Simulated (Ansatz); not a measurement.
Relaxed-ion elastic tensor of Ti₃Al in space group P6_3/mmc (No. 194; Ti on 6h, Al on 2c) in GPa (Voigt order), plane-wave PAW PBEsol (Ansatz code); density 4.39 g/cm³, 16.13 Å³ per atom.

|  | 1 | 2 | 3 | 4 | 5 | 6 |
|---|---|---|---|---|---|---|
| 1 | 192 | 95.7 | 69.9 | 0.0 | 0.0 | 0.0 |
| 2 | 95.7 | 192 | 69.9 | 0.0 | 0.0 | 0.0 |
| 3 | 69.9 | 69.9 | 241 | 0.0 | 0.0 | 0.0 |
| 4 | 0.0 | 0.0 | 0.0 | 57.6 | 0.0 | 0.0 |
| 5 | 0.0 | 0.0 | 0.0 | 0.0 | 57.6 | 0.0 |
| 6 | 0.0 | 0.0 | 0.0 | 0.0 | 0.0 | 48.2 |

Q: Is the crystal mechanically stable?

A: Yes: the smallest eigenvalue of C is 48.2 GPa.

Q: Work out the Voigt, Reuss and Hill averages.

A: K_V = 122, K_R = 122, K_H = 122; G_V = 58.7, G_R = 56.5, G_H = 57.6 GPa.

Q: Give Young's modulus, Poisson's ratio, Pugh's ratio and the universal anisotropy index.

A: E = 9KG/(3K + G) = 149 GPa; ν = 0.30; K/G = 2.11 (ductile by the Pugh limit of 1.75); A_U = 5G_V/G_R + K_V/K_R − 6 = 0.19.

Q: Estimate the sound speeds and the Debye temperature.

A: v_l = √((K + 4G/3)/ρ) = 6720 m/s, v_t = √(G/ρ) = 3620 m/s, mean 4040 m/s; Θ = (h/k)(3n/4πV)^(1/3) v_m = 476 K.

Q: Solve the Christoffel equation for the three sound speeds along x, y, z.

A: Eigenvalues of C_ijkl n_j n_l equal ρv². In km/s, slowest first: x 3.31, 3.62, 6.62; y 3.31, 3.62, 6.62; z 3.62, 3.62, 7.41.

Q: How much does each axis shrink under pressure?

A: Linear compressibilities β_i = Σ_j S_ij (j = 1 to 3): x 2.9, y 2.9, z 2.5 per TPa.

Symmetry was held in the PBEsol relaxation; of distortions, only those at the zone centre were tested. No spin polarisation was allowed. As this level gives no gap, shear constants depend on the k-mesh and smearing (Fermi–Dirac, 0.1 eV here).

Potentials: the later of the program's two PAW sets.
